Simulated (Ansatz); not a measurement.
All numbers below come from DFT PBE, scalar-relativistic, plane waves, PAW (Ansatz 0.2.0). All cells share a 420 eV cutoff and Γ-centred k meshes spaced at most about 0.3 Å⁻¹ (about 0.25 or finer for metals, 2π included). No spin polarisation in the final relaxations.

These are static total energies at zero pressure.

Compare these two cells of ScC₆, each relaxed at this level.

1.

```cif
data_structure
_symmetry_space_group_name_H-M 'Amm2'
_symmetry_Int_Tables_number 38
_cell_length_a 3.8405
_cell_length_b 4.5851
_cell_length_c 7.8015
_cell_angle_alpha 90.000
_cell_angle_beta 90.000
_cell_angle_gamma 90.000
_cell_volume 137.38
loop_
_atom_site_label
_atom_site_type_symbol
_atom_site_symmetry_multiplicity
_atom_site_Wyckoff_symbol
_atom_site_fract_x
_atom_site_fract_y
_atom_site_fract_z
_atom_site_occupancy
Sc1 Sc 2 b 0.50000 0.50000 0.97737 1
C1 C 8 f 0.69311 0.66178 0.24654 1
C2 C 4 d 0.00000 0.65541 0.74779 1
```

2.

```cif
data_structure
_symmetry_space_group_name_H-M 'Cm'
_symmetry_Int_Tables_number 8
_cell_length_a 7.8824
_cell_length_b 4.5299
_cell_length_c 3.7998
_cell_angle_alpha 90.000
_cell_angle_beta 107.757
_cell_angle_gamma 90.000
_cell_volume 129.21
loop_
_atom_site_label
_atom_site_type_symbol
_atom_site_symmetry_multiplicity
_atom_site_Wyckoff_symbol
_atom_site_fract_x
_atom_site_fract_y
_atom_site_fract_z
_atom_site_occupancy
Sc1 Sc 2 a 0.99198 0.50000 0.55118 1
C1 C 4 b 0.78272 0.83517 0.70197 1
C2 C 4 b 0.71415 0.16284 0.28449 1
C3 C 4 b 0.73971 0.34110 0.98765 1
```

Question: Which would you expect to be lower, and how large is the difference?

Answer: Cell 2 is lower, by 35 meV/atom. Cell 1 has space group Amm2 (No. 38), 9.8 Å³/atom and no gap on its mesh; cell 2 has space group Cm (No. 8), 9.2 Å³/atom and no gap. Counting C atoms around Sc (those within 1.25 times the shortest such distance or 1.15 times the sum of covalent radii, 1.27 where that leaves under three; a plus sign parts nearer from farther groups), cell 1 has Sc 8+4 and cell 2 has Sc 12. Cell 1 and cell 2 both hold C–C nets. The denser one is the lower, and pressure would at first widen the difference. Even the lower one lies +0.28 eV/atom against the reference forms of the elements (uncorrected), so neither is stable at this level. In cell 1, Sc has 4 C at 2.35 Å, 4 C at 2.49 Å and 4 C at 2.72 Å; C on a site of symmetry 1 has 3 C at 1.45–1.48 Å, 1 C at 2.10 Å, 1 Sc at 2.35 Å, 1 C at 2.36 Å and 1 Sc at 2.49 Å; around C on a site of symmetry m lie 3 C at 1.43–1.45 Å, 4 C at 2.55–2.60 Å and 2 Sc at 2.72 Å. In cell 2, Sc is surrounded by 12 C at 2.31–2.64 Å, 2 C at 2.90 Å and 2 C at 3.04 Å; C on its first site has 3 C at 1.47–1.51 Å, 1 C at 2.12 Å, 2 Sc at 2.31–2.44 Å, 1 C at 2.43 Å and 1 C at 2.55 Å; C on its second site has 3 C at 1.45–1.51 Å, 1 C at 2.12 Å, 1 Sc at 2.39 Å, 1 C at 2.43 Å, 2 C at 2.55–2.58 Å, 1 Sc at 2.61 Å, 1 C at 2.74 Å, 1 C at 2.85 Å and 1 Sc at 2.90 Å; 1 more site not described. Both come from invented guesses.

A magnetic state wasn't ruled out in cells without spin, among them Amm2. Cells relaxed within their symmetry can be saddle points. The Cm cell of ScC6 came from shaking the Amm2 one.
